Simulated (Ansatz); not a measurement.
Two states of CuSnF6

```yaml
crystal:
  lattice:
    - [2.58690, 1.49355, 4.64601]
    - [-2.58690, 1.49355, 4.64601]
    - [0.00000, -2.98710, 4.64601]
  atoms:
    - { symbol: F, position: [0.42100, 0.80900, 0.01900] }
    - { symbol: F, position: [0.01900, 0.42100, 0.80900] }
    - { symbol: F, position: [0.80900, 0.01900, 0.42100] }
    - { symbol: F, position: [0.57900, 0.19100, 0.98100] }
    - { symbol: F, position: [0.98100, 0.57900, 0.19100] }
    - { symbol: F, position: [0.19100, 0.98100, 0.57900] }
    - { symbol: Cu, position: [0.50000, 0.50000, 0.50000] }
    - { symbol: Sn, position: [0.00000, 0.00000, 0.00000] }
```

The numbers come from plane-wave PAW DFT (Ansatz): r2SCAN, with U_eff = 3.33 eV on Cu d (all-electron-ortho-atomic projectors), 500 eV, 4×4×4 Γ-centred k points, gaussian occupations (width 0.0106 eV). Nothing was relaxed.

State A: no moments (no spin polarisation). State B: Cu7 up (collinear spin).

Question: Compare the two self-consistent states.

Answer: State B is lower by 123.4 meV an atom at zero smearing.

```tsv
state	free energy (meV/atom)	largest moment in a small sphere (μB)	net moment (μB/cell)	gap on mesh (eV)	pressure (GPa)	largest force (eV/Å)
A	123.2	0.00	0.00	metal	-6.1	1.17
B	0.0	0.86	1.00	1.45	-7.7	1.74
```

Origin: a database entry at a rescaled volume. Caveats: the state breaks the symmetry of the cell; no spin-orbit coupling, which can shift this gap by tenths of an eV; atoms or cell far from equilibrium; odd electron count without spin polarisation, so a magnetic state may lie lower; the k mesh is coarse if the cell is a metal.
